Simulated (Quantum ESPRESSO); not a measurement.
**Kohn-Sham bands of Nb (bcc (W type))**

```
CELL_PARAMETERS angstrom
     -1.65881     1.65881     1.65881
      1.65881    -1.65881     1.65881
      1.65881     1.65881    -1.65881
ATOMIC_POSITIONS crystal
  Nb 0.00000 0.00000 0.00000
```

Materials Project entry mp-75; symmetrised, unrelaxed at this level. This is the element's usual structure. Level: PBEsol, no spin polarisation, no spin-orbit coupling; pw.x of Quantum ESPRESSO at 66 Ry with PseudoDojo potentials, 10×10×10 k-points, Wannier90. Density: 18×18×18 mesh, cold smearing 0.01 Ry.

### Question
List the Kohn-Sham levels between −8 and 3.0 eV relative to the Fermi level at the high-symmetry points, as a band run of pw.x on that density gives them (levels within 2 meV counted together).

### Answer
```json
[
 {"point": "Γ", "k (reciprocal lattice)": "0.000 0.000 0.000", "levels (eV)": "-5.89, 0.39 (×3)"},
 {"point": "H", "k (reciprocal lattice)": "0.500 -0.500 0.500", "levels (eV)": "-3.64 (×2)"},
 {"point": "N", "k (reciprocal lattice)": "0.000 0.000 0.500", "levels (eV)": "-3.66, -1.60, 2.25"},
 {"point": "P", "k (reciprocal lattice)": "0.250 0.250 0.250", "levels (eV)": "-1.06 (×3)"}
]
```
